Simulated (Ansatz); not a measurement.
A geometry of ZnNi away from equilibrium: step 2 of the relaxation of a generated cell, ZnNi placed in the AFLOW prototype AB_oP8_57_d_d (as in TlF). Method: PBE (plane waves to 420 eV, PAW, scalar-relativistic; Ansatz, a first-principles code). Γ-centred k-mesh 7×7×8 on the run's cell (coarser than for final values), Fermi–Dirac smearing 0.05 eV. The plane waves were selected for a different cell earlier on the path.

```
CELL_PARAMETERS angstrom
      4.98674     0.00000     0.00000
      0.00000     4.57054     0.00000
      0.00000     0.00000     4.32740
ATOMIC_POSITIONS crystal
  Zn 0.29175 0.52340 0.25000
  Zn 0.29175 0.97660 0.75000
  Zn 0.70825 0.02340 0.25000
  Zn 0.70825 0.47660 0.75000
  Ni 0.84968 0.56113 0.25000
  Ni 0.84968 0.93887 0.75000
  Ni 0.15032 0.06113 0.25000
  Ni 0.15032 0.43887 0.75000
```
Spin-polarised start, with parallel moments on Ni.

Question: What forces act on the atoms (eV/Å)?

Answer: 
```csv
atom,Fx,Fy,Fz
Zn1,3.02,1.61,0.00
Zn2,3.02,-1.61,0.00
Zn3,-3.02,1.61,0.00
Zn4,-3.02,-1.61,0.00
Ni5,-0.34,-0.65,0.00
Ni6,-0.34,0.65,0.00
Ni7,0.34,-0.65,0.00
Ni8,0.34,0.65,0.00
```

The path ends in Pbcm (No. 57). No spin polarisation in the result: the starting moments vanished. A magnetic state may lie lower.

The run could not lose the symmetry of its start; a randomly shaken copy of 8 atoms returns to this structure.

The end of the path is a generated cell of ZnNi: the first start was made by placing the elements on the sites of a structure type, and the end was not matched to a known phase here, so it may be hypothetical.
